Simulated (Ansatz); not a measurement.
Suppose Co₄F takes space group Pm-3m (No. 221), with Co on 3d and 1b; F on 1a.

These are results of DFT PBE, scalar-relativistic, plane waves, PAW in Ansatz 0.2.0, not measurements. Cutoff 420 eV, Γ-centred mesh, Gaussian smearing, collinear spin.

Formation energies are uncorrected and refer to the elements' standard structures at the same level (F₂ as a molecule).

Q: Which cell and coordinates does it relax to?

A:

Space group Pm-3m (No. 221). a = 3.935 Å, b = 3.935 Å, c = 3.935 Å, α = 90.00°, β = 90.00°, γ = 90.00°
```json
{"atom": "Co", "site": "3d", "symmetry": "4/mm.m", "x": "0.5000", "y": "0.0000", "z": "0.0000"}
{"atom": "Co", "site": "1b", "symmetry": "m-3m", "x": "0.5000", "y": "0.5000", "z": "0.5000"}
{"atom": "F", "site": "1a", "symmetry": "m-3m", "x": "0.0000", "y": "0.0000", "z": "0.0000"}
```

Co on a site of symmetry 4/mmm has 2 F at 1.97 Å and 12 Co at 2.78 Å; Co on a site of symmetry m-3m has 12 Co at 2.78 Å; F is surrounded by 6 Co at 1.97 Å.

Q: And its energy and gap?

A: The formation energy is +0.55 eV/atom and the gap on the 10×10×10 mesh of the 5-atom cell is 0 eV (a metal). The net moment per atom is 1.53 μB and the moment by site is Co 1.9 (×4); F 0.1 μB. It can't be a ground state, since the elements alone are lower.

The last run used collinear spin and Gaussian smearing of 0.10 eV. No Hubbard U is applied to the 3d shell of Co. The magnetic state reached may not be the lowest. Symmetry constrained the relaxation, so the result can be a saddle point. Site moments count only spheres around the atoms; the net moment includes the space between them.
